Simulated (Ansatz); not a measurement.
Input and command of a plane-wave DFT calculation in Ansatz:

```yaml
crystal:
  lattice:
    - [-4.952113, 4.952113, 2.529612]
    - [4.952113, -4.952113, 2.529612]
    - [4.952113, 4.952113, -2.529612]
  atoms:
    - { symbol: Ge, position: [0.1696125, 0.6696125, 0.839225] }
    - { symbol: Ge, position: [0.8303875, 0.3303875, 0.160775] }
    - { symbol: Ge, position: [0.6696125, 0.8303875, 0.5] }
    - { symbol: Ge, position: [0.3303875, 0.1696125, 0.5] }
    - { symbol: Ge, position: [0.75, 0.75, 0.0] }
    - { symbol: Ge, position: [0.25, 0.25, 0.0] }
    - { symbol: W, position: [0.074358, 0.230763, 0.305121] }
    - { symbol: W, position: [0.925642, 0.769237, 0.694879] }
    - { symbol: W, position: [0.574358, 0.269237, 0.843595] }
    - { symbol: W, position: [0.425642, 0.730763, 0.156405] }
    - { symbol: W, position: [0.769237, 0.074358, 0.843595] }
    - { symbol: W, position: [0.230763, 0.925642, 0.156405] }
    - { symbol: W, position: [0.730763, 0.574358, 0.305121] }
    - { symbol: W, position: [0.269237, 0.425642, 0.694879] }
    - { symbol: W, position: [0.75, 0.25, 0.5] }
    - { symbol: W, position: [0.25, 0.75, 0.5] }
basis:
  ecutwfc: 420
kpoints:
  mp_grid: { grid: [4, 4, 4] }
hamiltonian:
  xc: pbe
scf:
  occupations: { method: gaussian, width: 0.1 }
  lower_state_search: "off"
output:
  forces: true
  stress: true
  eigenvalues: true
```

```bash
ansatz run input.yaml --threads 4 --pin off --max-ram 8192MiB --backend cpu --events-out ev --progress --plain --runs-dir out
```

Processor: Intel(R) Xeon(R) Platinum 8488C (Sapphire Rapids), 4 threads, on a host shared with other jobs.

**Question.** Estimate time, memory and problem size.

**Answer.** About 4.5 s on 4 threads of Intel(R) Xeon(R) Platinum 8488C (Sapphire Rapids) (shared host), peak memory 1.2 GiB. It solves 135 bands at 13 k points (the mesh reduced by the symmetry that the task leaves, which can be less than the crystal's) with about 4885 plane waves, in 7 SCF iterations.
